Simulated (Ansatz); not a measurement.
Fe in space group Cmcm (No. 63; Fe on 4c) at seven volumes, r²SCAN (plane waves, PAW; program Ansatz), shape and atoms relaxed at each. One row is withheld.

```csv
V (Å³/atom),P (GPa)
11.087,?
11.453,10.54
11.818,5.22
12.184,0.01
12.549,-4.71
12.915,-8.49
13.280,-11.84
```

Task: Fit the shown pressures and predict the withheld one.

Result: P = (3/2)B₀(x^(7/2) − x^(5/2))[1 + (3/4)(B′ − 4)(x − 1)] with x = (V₀/V)^(2/3). Least squares on the six rows gives V₀ = 12.181 Å³/atom, B₀ = 158 GPa, B′ = 3.03. At V = 11.087, x = 1.0647 and P = 17.10 GPa. The run itself gave 17.81 GPa.

The start of the workflow was typed in or built on a structure type; neither database checked (COD, Materials Project) lists it. It is not the phase usual at ambient conditions (space group No. 229). The r²SCAN relaxation kept the symmetry of its start; whether a distortion lowers the energy is not shown. The final state is ferromagnetic, chosen from 5 collinear starts compared on coarse meshes (ties went to the first, and starts can fall back to one state), not a proven ground state. Other orbital occupations within this spin state were not tried.

Potentials: the later of the program's two PAW sets.
